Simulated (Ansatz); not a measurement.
CrO2 (rutile)

```xyz
6
Lattice="4.4446 0.0000 0.0000 0.0000 4.4446 0.0000 0.0000 0.0000 2.9209" Properties=species:S:1:pos:R:3 pbc="T T T"
Cr     0.0000     0.0000     0.0000
Cr     2.2223     2.2223     1.4604
O      1.3493     1.3493     0.0000
O      3.5715     0.8730     1.4604
O      0.8730     3.5715     1.4604
O      3.0953     3.0953     0.0000
```

Scan: atom 2 (Cr, nearest neighbour O at 1.908 Å; its periodic images, 2.9 Å or more away, move with it) is displaced along Cartesian z, direction (0.000, 0.000, 1.000) in Cartesian axes, by s. The other atoms stay.

These are PBE (plane waves to 420 eV, PAW, scalar-relativistic; Ansatz, a quantum-chemistry and plane-wave program) values and carry that method's errors. k mesh 9×9×13 (Γ-centred), Fermi-Dirac smearing 0.05 eV. E stands for the smeared free energy. With partly filled bands, energies and forces of such displacements shift with the k mesh and the smearing. CrO2 is run spin-polarised and with no Hubbard U. CrO2 was relaxed with its symmetry unable to fall. Relaxed CrO2 ends ferromagnetic. The magnetic order is the one the run started from; other orders were not tried. The zero of ΔE is the undisplaced structure. The last digit holds for this mesh only.

```tsv
s (Å)	ΔE (meV/cell)
-0.380	921.8
-0.304	withheld
-0.228	314.6
-0.152	138.1
-0.076	33.9
0.000	0.0
0.076	33.9
0.152	138.1
0.228	314.6
0.304	withheld
0.380	921.8
```

**Question.** Fit an even polynomial form (powers 2, 4, 6) to the given rows and predict ΔE at s = -0.304.

**Answer.** Least squares on the 9 given rows: ΔE = (5913)·s² + (2365)·s⁴ + (6202)·s⁶, in meV/cell with s in Å; root-mean-square residual 0.17 meV/cell. At -0.304 the fit gives 571.5 meV/cell; the calculation gives 568.5 meV/cell, so the interpolation is off by 3.0 (+0.5 %). The quadratic term alone would give 546.5 meV/cell.

(A displaced cell: forces are minus the slopes of the energy, force constants its curvatures, and phonons follow from these.)
